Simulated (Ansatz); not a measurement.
Consider the following.

MgAlNO:
```xyz
4
Lattice="3.1798 0.0000 0.0000 -1.5899 2.7538 0.0000 0.0000 0.0000 5.0831" Properties=species:S:1:pos:R:3 pbc="T T T"
Al     0.0000     1.8359     2.5554
Mg     1.5899     0.9179     0.0335
O      0.0000     1.8359     0.7183
N      1.5899     0.9179     3.0468
```

This is the PBEsol-relaxed structure. x, y and z are the axes in which the lattice vectors are written.

All from PBEsol in the plane-wave PAW code Ansatz, unless another level is named. Give the Hill bulk and shear moduli.

156 and 73.3 GPa.

What about the highest zone-centre frequency (without LO–TO term)?

642 cm⁻¹.

What about the elastic constants (relaxed ions, GPa)?

C11 = 278, C12 = 113, C13 = 97.9, C14 = -0.2, C33 = 235, C44 = 63.3.

Space group P3m1. The start of the workflow was typed in or built on a structure type; neither database checked (COD, Materials Project) lists it. Whether it is the stable phase at ambient conditions was not checked. The PBEsol relaxation kept the symmetry of its start; its stability against distortions is not shown here. The volume moved by -22 % from the start of the relaxation.

Potentials: the earlier of the program's two PAW sets. The files were generated under PBE; for other functionals the program regenerates the frozen cores, and for LDA and PBEsol the local potential too.
